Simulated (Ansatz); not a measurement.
Input, command and steps of an Ansatz relaxation.

```yaml
crystal:
  lattice:
    - [6.2443904615, -5.407800761, 0.0]
    - [1.5610976068, 8.1117011513, 0.0]
    - [0.0, 0.0, 12.0794414733]
  atoms:
    - { symbol: Mo, position: [0.1907332016, 0.2385707356, 0.2492549901] }
    - { symbol: Mo, position: [0.9049963712, 0.381383622, 0.2500118835] }
    - { symbol: Mo, position: [0.6192853646, 0.5243103431, 0.2500138679] }
    - { symbol: Mo, position: [0.3336012037, 0.667024361, 0.2499987584] }
    - { symbol: Mo, position: [0.0479209756, 0.810019321, 0.2500120053] }
    - { symbol: Mo, position: [0.7622813808, 0.9529864257, 0.2499954611] }
    - { symbol: Mo, position: [0.4763182621, 0.0957038175, 0.2499979387] }
    - { symbol: Mo, position: [0.9590993158, 0.1930114731, 0.7514562951], spin: 0.333 }
    - { symbol: Mo, position: [0.6644090541, 0.3326061933, 0.7490539536] }
    - { symbol: Mo, position: [0.3765530803, 0.4719003266, 0.7503667587], spin: 0.333 }
    - { symbol: Mo, position: [0.0966240102, 0.6180335277, 0.749056103] }
    - { symbol: Mo, position: [0.8111977412, 0.7648352237, 0.7490584872] }
    - { symbol: Mo, position: [0.5240872102, 0.905159158, 0.7470001881] }
    - { symbol: Mo, position: [0.2398134952, 0.055911545, 0.7491381176], spin: 0.333 }
    - { symbol: S, position: [0.9086007658, 0.3791319064, 0.6216489979] }
    - { symbol: S, position: [0.6135493989, 0.5206586322, 0.6216590539] }
    - { symbol: S, position: [0.3309882291, 0.6580808309, 0.6204823749] }
    - { symbol: S, position: [0.0500859267, 0.8156822848, 0.6216520416] }
    - { symbol: S, position: [0.771174933, 0.959151092, 0.6204772514] }
    - { symbol: S, position: [0.4701027515, 0.0982603651, 0.6204726029] }
    - { symbol: S, position: [0.9532715214, 0.1911652274, 0.3783224705] }
    - { symbol: S, position: [0.6667502311, 0.3337577818, 0.3787357516] }
    - { symbol: S, position: [0.3807935583, 0.4760417767, 0.3783261411] }
    - { symbol: S, position: [0.0955536155, 0.6194030593, 0.3787361896] }
    - { symbol: S, position: [0.8099076753, 0.7625641525, 0.3787351679] }
    - { symbol: S, position: [0.5240711609, 0.9052453143, 0.378733745] }
    - { symbol: S, position: [0.23814325, 0.0485166999, 0.3783240434] }
    - { symbol: S, position: [0.1907460419, 0.2384700666, 0.8801951237] }
    - { symbol: S, position: [0.9041968495, 0.3787094102, 0.8777982497] }
    - { symbol: S, position: [0.6174912201, 0.52501155, 0.8778012035] }
    - { symbol: S, position: [0.3364702508, 0.6670047285, 0.8771194135] }
    - { symbol: S, position: [0.0505178953, 0.8117391729, 0.8778032795] }
    - { symbol: S, position: [0.7622182674, 0.9556832464, 0.8771322006] }
    - { symbol: S, position: [0.4735541818, 0.0927751194, 0.8771207857] }
    - { symbol: S, position: [0.952264607, 0.1909042963, 0.1209894283] }
    - { symbol: S, position: [0.6669450695, 0.3338159213, 0.1213359845] }
    - { symbol: S, position: [0.3815334221, 0.4770361399, 0.1209943735] }
    - { symbol: S, position: [0.0954850947, 0.6195400666, 0.1213337092] }
    - { symbol: S, position: [0.8097591343, 0.7623484242, 0.1213337895] }
    - { symbol: S, position: [0.5240605545, 0.9052343144, 0.1213940546] }
    - { symbol: S, position: [0.2383997248, 0.0477682155, 0.1209895881] }
  host:
    lattice:
      - [3.1221952283, 2.8e-09, 0.0]
      - [-1.5610976166, 2.7039003819, 0.0]
      - [0.0, 0.0, 12.0794414733]
    atoms:
      - { symbol: Mo, position: [0.6666666667, 0.3333333333, 0.25] }
      - { symbol: Mo, position: [0.3333333333, 0.6666666667, 0.75] }
      - { symbol: S, position: [0.6666666667, 0.3333333333, 0.6213370735] }
      - { symbol: S, position: [0.3333333333, 0.6666666667, 0.3786629265] }
      - { symbol: S, position: [0.6666666667, 0.3333333333, 0.8786629265] }
      - { symbol: S, position: [0.3333333333, 0.6666666667, 0.1213370735] }
total_charge: -1
basis:
  ecutwfc: 420
  xc_grid: 2
kpoints:
  mp_grid: { grid: [2, 2, 2], shift: [0.0, 0.0, 0.0] }
hamiltonian:
  xc: lda
scf:
  occupations: { method: gaussian, width: 0.01 }
output:
  forces: true
  stress: false
  eigenvalues: true
  populations: true
  charged_corrections:
    defect_position: [0.19047619, 0.23809524, 0.62133707]
    epsilon: [[15.6398, 0.0, 0.0], [0.0, 15.6398, 0.0], [0.0, 0.0, 7.4541]]
  write_density: true
  write_potential: true
  elf: true
  volumetric_format: npy
magnetization:
  spin_polarized: true
relax:
  adjacent_minimum: "off"
  f_tol: 0.025
  max_steps: 45
```

```bash
ansatz run input.yaml --threads 4 --pin off --max-ram 8192MiB --backend cpu --events-out ev --progress --plain --runs-dir out
```

The calculation used DFT LDA, scalar-relativistic, plane waves, PAW (Ansatz).

The cell holds a point defect: S vacancy (site f), charge −1.

Of 4 frames 3 are shown, positions in Å and forces in eV/Å; the SCF threshold varies from step to step.

```xyz
41
Lattice="6.2444 -5.4078 0.0000 1.5611 8.1117 0.0000 0.0000 0.0000 12.0794" Properties=species:S:1:pos:R:3:forces:R:3 pbc="T T T" step=1 free_energy_over_end_meV_per_atom=0.66
Mo    1.5634    0.9038    3.0109   -0.0024    0.0005   -0.0166
Mo    6.2465   -1.8004    3.0200    0.0152    0.0132   -0.0018
Mo    4.6856    0.9041    3.0200    0.0073   -0.0275   -0.0049
Mo    3.1244    3.6067    3.0198   -0.0259   -0.0170   -0.0163
Mo    1.5638    6.3115    3.0200   -0.0199    0.0004   -0.0024
Mo    6.2477    3.6081    3.0198    0.0368   -0.0014   -0.0176
Mo    3.1237   -1.7995    3.0198    0.0036    0.0298   -0.0155
Mo    6.2903   -3.6210    9.0772   -0.2572    0.1209    0.0946
Mo    4.6681   -0.8950    9.0482    0.0793   -0.0129    0.1166
Mo    3.0880    1.7916    9.0640    0.0363   -0.2794    0.3553
Mo    1.5682    4.4908    9.0482   -0.0099    0.0568    0.1365
Mo    6.2594    1.8173    9.0482   -0.0386   -0.0400    0.0979
Mo    4.6856    4.5082    9.0233   -0.0049    0.0231    0.2403
Mo    1.5848   -0.8433    9.0492   -0.2608   -0.2356    0.6718
S     6.2655   -1.8381    7.5092    0.0366   -0.0041   -0.1164
S     4.6440    0.9055    7.5093    0.0082   -0.0265   -0.1105
S     3.0941    3.5482    7.4951   -0.0451    0.0897   -0.1691
S     1.5861    6.3457    7.5092    0.0166    0.0354   -0.0962
S     6.3128    3.6100    7.4950    0.0748    0.0062   -0.0349
S     3.0889   -1.7452    7.4950    0.1586    0.0146   -0.2548
S     6.2510   -3.6044    4.5699   -0.0122    0.0068    0.0571
S     4.6845   -0.8983    4.5749   -0.0040    0.0004    0.0483
S     3.1210    1.8023    4.5700    0.0075    0.0043    0.0556
S     1.5636    4.5077    4.5749    0.0022   -0.0025    0.0440
S     6.2478    1.8059    4.5749    0.0004    0.0036    0.0488
S     4.6857    4.5090    4.5749   -0.0009    0.0005    0.0488
S     1.5628   -0.8943    4.5699   -0.0015   -0.0116    0.0550
S     1.5634    0.9029   10.6323    0.1130    0.0071   -0.2346
S     6.2374   -1.8177   10.6033   -0.0177    0.0811   -0.0235
S     4.6755    0.9195   10.6033    0.0333    0.0382   -0.0872
S     3.1423    3.5910   10.5951    0.0192    0.1123   -0.0785
S     1.5827    6.3114   10.6034    0.1071    0.0479   -0.2194
S     6.2515    3.6303   10.5953   -0.0218   -0.0278   -0.1138
S     3.1019   -1.8083   10.5951   -0.0312   -0.0074   -0.1746
S     6.2443   -3.6011    1.4615   -0.0062   -0.0014   -0.0312
S     4.6858   -0.8989    1.4657    0.0050   -0.0038   -0.0490
S     3.1271    1.8063    1.4615    0.0018    0.0054   -0.0315
S     1.5634    4.5092    1.4656    0.0038    0.0072   -0.0476
S     6.2466    1.8049    1.4656   -0.0048   -0.0037   -0.0456
S     4.6856    4.5090    1.4664   -0.0030   -0.0009   -0.0478
S     1.5632   -0.9017    1.4615    0.0014   -0.0015   -0.0289
41
Lattice="6.2444 -5.4078 0.0000 1.5611 8.1117 0.0000 0.0000 0.0000 12.0794" Properties=species:S:1:pos:R:3:forces:R:3 pbc="T T T" step=2 free_energy_over_end_meV_per_atom=0.27
Mo    1.5646    0.9043    3.0127    0.0058   -0.0020   -0.0005
Mo    6.2504   -1.7981    3.0204   -0.0205   -0.0182    0.0019
Mo    4.6884    0.9009    3.0204   -0.0088    0.0342    0.0018
Mo    3.1240    3.6056    3.0190    0.0227    0.0067    0.0024
Mo    1.5629    6.3118    3.0207    0.0332   -0.0064    0.0025
Mo    6.2523    3.6081    3.0187   -0.0258    0.0089    0.0074
Mo    3.1265   -1.7966    3.0188   -0.0104   -0.0220    0.0071
Mo    6.2573   -3.5911    9.0869    0.1989   -0.1499   -0.0396
Mo    4.6779   -0.8928    9.0488   -0.0482    0.0533   -0.0444
Mo    3.1042    1.7769    9.0768   -0.1491    0.0143   -0.0485
Mo    1.5611    4.4962    9.0482   -0.0658   -0.0692   -0.0406
Mo    6.2565    1.8117    9.0430    0.0328    0.0068   -0.0223
Mo    4.6831    4.5117    9.0227    0.0328   -0.0807   -0.0518
Mo    1.5710   -0.8844    9.0845    0.0447    0.2413   -0.0497
S     6.2679   -1.8278    7.4920   -0.0203   -0.0366    0.0997
S     4.6468    0.8979    7.4957   -0.0230    0.0253    0.0706
S     3.0866    3.5447    7.4950    0.0294    0.0082   -0.0028
S     1.5866    6.3465    7.5005    0.0485    0.0018    0.0731
S     6.3131    3.6119    7.4925   -0.0010    0.0491    0.0380
S     3.0966   -1.7365    7.4895   -0.0317   -0.0489    0.0223
S     6.2518   -3.6018    4.5745    0.0023   -0.0056   -0.0183
S     4.6869   -0.8994    4.5796   -0.0023    0.0020   -0.0288
S     3.1247    1.8020    4.5737   -0.0059    0.0006   -0.0168
S     1.5664    4.5084    4.5792    0.0001   -0.0017   -0.0263
S     6.2484    1.8070    4.5788    0.0044   -0.0001   -0.0215
S     4.6876    4.5094    4.5750    0.0004    0.0000   -0.0104
S     1.5637   -0.8958    4.5735    0.0008    0.0048   -0.0139
S     1.5542    0.9044   10.6095    0.0076   -0.0216    0.0229
S     6.2346   -1.7921   10.6173    0.0091   -0.0706   -0.0500
S     4.6925    0.9154   10.6084   -0.0848    0.0371   -0.0402
S     3.1410    3.6005   10.5866    0.0039   -0.0273    0.0509
S     1.5653    6.3017   10.6082    0.0772    0.0351   -0.0216
S     6.2353    3.6215   10.5903    0.0074    0.0238    0.0195
S     3.1181   -1.8184   10.5960   -0.0637    0.0072    0.0277
S     6.2476   -3.5992    1.4595    0.0038   -0.0082    0.0094
S     4.6899   -0.8999    1.4608   -0.0109    0.0025    0.0279
S     3.1293    1.8046    1.4604   -0.0093   -0.0012    0.0045
S     1.5655    4.5115    1.4613    0.0060   -0.0062    0.0259
S     6.2468    1.8042    1.4620    0.0053    0.0078    0.0243
S     4.6872    4.5092    1.4645    0.0002   -0.0013    0.0068
S     1.5633   -0.9008    1.4607    0.0041    0.0065    0.0018
41
Lattice="6.2444 -5.4078 0.0000 1.5611 8.1117 0.0000 0.0000 0.0000 12.0794" Properties=species:S:1:pos:R:3:forces:R:3 pbc="T T T" step=4 free_energy_over_end_meV_per_atom=0.00
Mo    1.5637    0.9044    3.0088    0.0009   -0.0002    0.0020
Mo    6.2479   -1.7991    3.0168    0.0032    0.0016    0.0026
Mo    4.6865    0.9035    3.0169   -0.0001   -0.0035    0.0032
Mo    3.1241    3.6061    3.0157   -0.0017    0.0011    0.0029
Mo    1.5637    6.3120    3.0171   -0.0022    0.0020    0.0035
Mo    6.2498    3.6090    3.0158    0.0013   -0.0010    0.0032
Mo    3.1242   -1.7976    3.0158   -0.0002    0.0009    0.0038
Mo    6.2731   -3.6067    9.0880    0.0187    0.0108   -0.0031
Mo    4.6733   -0.8932    9.0517    0.0028   -0.0162   -0.0037
Mo    3.0923    1.7807    9.0773   -0.0144   -0.0085   -0.0042
Mo    1.5628    4.4929    9.0516    0.0091    0.0014   -0.0019
Mo    6.2592    1.8133    9.0477   -0.0142    0.0053    0.0001
Mo    4.6852    4.5076    9.0273    0.0008    0.0022   -0.0006
Mo    1.5778   -0.8665    9.0821   -0.0205   -0.0009    0.0154
S     6.2669   -1.8361    7.5037   -0.0016    0.0056   -0.0003
S     4.6425    0.9021    7.5055    0.0035   -0.0028   -0.0082
S     3.0884    3.5469    7.4957    0.0025    0.0113   -0.0091
S     1.5929    6.3484    7.5100    0.0010   -0.0014   -0.0102
S     6.3172    3.6122    7.4975    0.0008   -0.0003   -0.0011
S     3.0950   -1.7414    7.4931    0.0079   -0.0094   -0.0103
S     6.2506   -3.6026    4.5703   -0.0012    0.0010   -0.0032
S     4.6847   -0.8983    4.5742    0.0023    0.0015   -0.0019
S     3.1226    1.8028    4.5699    0.0006    0.0002   -0.0030
S     1.5650    4.5079    4.5740   -0.0032    0.0006   -0.0020
S     6.2482    1.8074    4.5741    0.0007   -0.0027   -0.0008
S     4.6862    4.5097    4.5725    0.0008   -0.0006   -0.0018
S     1.5630   -0.8949    4.5700   -0.0002   -0.0008   -0.0025
S     1.5603    0.9037   10.6240    0.0087   -0.0030    0.0154
S     6.2350   -1.8041   10.6127   -0.0085    0.0018   -0.0010
S     4.6826    0.9202   10.6056   -0.0004    0.0064   -0.0008
S     3.1409    3.5980   10.5936    0.0040    0.0035    0.0009
S     1.5778    6.3071   10.6053    0.0103    0.0011   -0.0047
S     6.2427    3.6227   10.5944   -0.0057   -0.0015    0.0023
S     3.1110   -1.8165   10.5982   -0.0055   -0.0044   -0.0072
S     6.2458   -3.6001    1.4564   -0.0010    0.0002    0.0050
S     4.6870   -0.8989    1.4594    0.0013    0.0021    0.0030
S     3.1274    1.8058    1.4566    0.0002   -0.0003    0.0046
S     1.5646    4.5106    1.4596   -0.0025    0.0004    0.0030
S     6.2467    1.8053    1.4601    0.0006   -0.0021    0.0029
S     4.6859    4.5095    1.4607    0.0009   -0.0009    0.0034
S     1.5631   -0.9004    1.4567    0.0004   -0.0004    0.0044
```

It took 2.4 min on 4 threads of Intel(R) Xeon(R) 6975P-C (Granite Rapids), with other jobs on the host, peak memory 4.2 GiB.